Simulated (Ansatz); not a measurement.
Ge:
```
Ge
1.0
   -3.47360     3.47360     2.00521
    3.47360    -3.47360     2.00521
    3.47360     3.47360    -2.00521
Ge
4
Direct
  0.17871   0.17871   0.35743
  0.17871   0.82129   0.00000
  0.82129   0.17871   0.00000
  0.82129   0.82129   0.64257
```

Relaxed with r²SCAN. Special points in fractions of this cell's reciprocal vectors: Γ (0.000, 0.000, 0.000); X (0.000, 0.000, 0.500); M (-0.500, 0.500, 0.500); Z (0.333, 0.333, -0.333); Z0 (-0.333, 0.667, 0.333); P (0.250, 0.250, 0.250); N (0.000, 0.500, 0.000).

Question: List the band energies nearest the Fermi level at these points for r²SCAN in the plane-wave PAW code Ansatz.

Answer: In eV from the Fermi level; about four levels below and three above (degenerate sets whole), none deeper than 8.9 eV; points with the same levels are listed once.

```tsv
k	below	above
Γ	-3.64 -1.57 -1.57 -0.53	0.91 0.91 1.95
X	-2.90 -2.09 -1.95 -1.66	1.20 2.08 2.11
M	-5.00 -3.12 -0.13	0.02 0.02 0.32
Z	-4.84 -4.07 -1.54 -1.54	2.91 3.48 4.71
P	-2.20 -2.20 -2.17 -0.05	1.58 1.58 3.12
N	-4.40 -3.57 -2.50 -1.58	1.12 2.11 3.72
```

Space group I4/mmm. The start of the workflow was typed in or built on a structure type; neither database checked (COD, Materials Project) lists it. It is not the phase usual at ambient conditions (space group No. 227). Symmetry was held in the r²SCAN relaxation; its stability against distortions is not shown here. The volume moved by 28 % from the start of the relaxation. The Fermi level of a semimetal is unsure by some 0.05 eV on such meshes. Spin–orbit coupling is left out wherever it is not named.

Potentials: the later of the program's two PAW sets.
